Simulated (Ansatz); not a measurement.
Ag$_{2}$S:
```yaml
crystal:
  lattice:
    - [2.32691, -3.46561, 0.00000]
    - [2.32691, 3.46561, 0.00000]
    - [0.00000, 0.00000, 7.20897]
  atoms:
    - { symbol: Ag, position: [0.10707, 0.89293, 0.75000] }
    - { symbol: Ag, position: [0.89293, 0.10707, 0.25000] }
    - { symbol: Ag, position: [0.50000, 0.50000, 0.00000] }
    - { symbol: Ag, position: [0.50000, 0.50000, 0.50000] }
    - { symbol: S, position: [0.72701, 0.27299, 0.75000] }
    - { symbol: S, position: [0.27299, 0.72701, 0.25000] }
```

This is the PBEsol-relaxed structure. Cartesian axes are those of the cell as given.

Task: All from the program Ansatz at the PBEsol level (PAW), unless another level is named. Predict the Born charges (a third of the trace).

Result: Ag +0.79 to +0.94, S -1.73 e.

Task: Next, the electronic dielectric constant ε∞ (DFPT)?

Result: 12.0 (xx), 10.7 (yy), 9.07 (zz).

Space group Cmcm. The workflow started from a Materials Project entry (that database holds measured and hypothetical structures alike); the Crystallography Open Database copy checked does not list it. COD files the formula under space group No. 4, 14, so this cell is another polymorph or a model. Its standing as an ambient phase is unchecked. Symmetry was held in the PBEsol relaxation; whether a distortion lowers the energy is not shown. No spin polarisation was allowed. Spin–orbit coupling is left out wherever it is not named.

Potentials: the later of the program's two PAW sets.
